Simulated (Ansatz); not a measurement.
BaF$_{2}$, in the lowest of the structures calculated here: Fm-3m (No. 225), cF12, fluorite type; a = b = c = 6.195 Å, α = β = γ = 90.00°; Ba 4a (0.000, 0.000, 0.000); F 8c (0.250, 0.250, 0.250). Calculation: r2SCAN (plane waves to 500 eV, PAW, scalar-relativistic; Ansatz, a program for electronic structure). Element references, the lowest calculated here: Ba (Im-3m), F (R-3m, a generated molecular cell); gases are represented by their molecular solids.

Question: What formation energy of this Fm-3m form of BaF2 from the elements does r2SCAN give?

Answer: -4.16 eV/atom.

Static energies, no anion corrections, no zero-point energy. Values are rounded to 0.01 eV/atom. The compounds carry no spin polarisation.
